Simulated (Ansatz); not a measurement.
This run works on a proposed trial structure, not on a known crystal.

Input and command of a plane-wave DFT calculation in Ansatz:

```yaml
crystal:
  lattice:
    - [-1.5994575223, 2.0975256769, 6.9324083056]
    - [1.5994575223, -2.0975256769, 6.9324083056]
    - [1.5994575223, 2.0975256769, -6.9324083056]
  atoms:
    - { symbol: Ta, position: [0.7995991569, 0.2995991569, 0.5] }
    - { symbol: Ta, position: [0.2004008431, 0.7004008431, 0.5] }
    - { symbol: C, position: [0.0, 0.0, 0.0] }
    - { symbol: "N", position: [0.6993568131, 0.6993568131, 0.0] }
    - { symbol: "N", position: [0.3006431869, 0.3006431869, 0.0] }
    - { symbol: "N", position: [0.9115887349, 0.9115887349, 0.0] }
    - { symbol: "N", position: [0.0884112651, 0.0884112651, 0.0] }
basis:
  ecutwfc: 500
kpoints:
  mp_grid: { grid: [12, 12, 12] }
hamiltonian:
  xc: r2scan
scf:
  occupations: { method: gaussian, width: 0.1 }
output:
  forces: true
  stress: true
  eigenvalues: true
```

```bash
ansatz run input.yaml --threads 1 --pin off --max-ram 2560MiB --backend cpu --events-out ev --progress --plain --runs-dir out
```

Processor: Arm Neoverse V2, 1 thread, on a host shared with other jobs.

**Question.** How long does it run, and how much memory does it take?

**Answer.** About 83 s, peak memory 1 GiB. It solves 32 bands at 280 k points (after reduction by symmetry) with about 2391 plane waves, in 7 SCF iterations.
